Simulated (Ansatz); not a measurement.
A geometry of Nb away from equilibrium: step 2 of the relaxation of a relaxed Nb cell displaced along its unstable phonon at q = (0, 0, ½) of its primitive reciprocal cell (111i cm⁻¹), largest move 0.15 Å. All values below come from r2SCAN (plane waves to 500 eV, PAW, scalar-relativistic; Ansatz, a program for electronic structure). Γ-centred k-mesh 13×13×6 on the run's cell (coarser than for final values), Fermi–Dirac smearing 0.05 eV. The plane waves were selected for a different cell earlier on the path.

```
Nb
1.0
    2.85988     0.00000     0.00000
   -1.42994     2.50452     0.00000
    0.00000     0.00000     5.30257
Nb
2
Direct
  0.06954   0.13909   0.00000
  0.93046   0.86091   0.50000
```

Q: What forces act on the atoms (eV/Å)?

A: 
```tsv
atom	Fx	Fy	Fz
Nb1	0.00	0.71	0.00
Nb2	0.00	-0.71	0.00
```

The path ends in Cmcm (No. 63) (AFLOW prototype A_oC4_63_c (A20)). No spin polarisation in the result.

The run could not lose the symmetry of its start: the end is stationary, and may be a saddle point rather than a minimum.

The end of the path is a generated cell of Nb: the first start was made by placing the elements on the sites of a structure type, and the end was not matched to a known phase here, so it may be hypothetical. Known forms of Nb include space group No. 229.
